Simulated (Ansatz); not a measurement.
ZrTa (rock salt), relaxed and computed with several functionals in Ansatz (plane waves, PAW).

```json
[
 {"functional": "PBEsol", "a (Å)": "5.575", "ΔH_f (eV/atom)": "1.18", "B₀ by P(V) fit (GPa)": "105"},
 {"functional": "PBE", "a (Å)": "5.660", "ΔH_f (eV/atom)": "1.15", "B₀ by P(V) fit (GPa)": "95.6"},
 {"functional": "r²SCAN", "a (Å)": "5.643", "ΔH_f (eV/atom)": "1.25", "B₀ by P(V) fit (GPa)": "94.9"}
]
```

Typed or built starts, not in the databases checked: ZrTa, rock salt. Unstable at this level: ZrTa, rock salt with PBEsol; ZrTa, rock salt with r²SCAN. All cells were relaxed under the symmetry of their starts (and spin orders); stability against distortions was not tested throughout. Rows with no word on spin ran without spin polarisation. Spin–orbit coupling is left out wherever it is not named.

Potentials: the later of the program's two PAW sets.

Ansatz (a first-principles code) is a plane-wave DFT program.

Formation energies count from the lowest solids of the elements computed at the same level, not from gases.
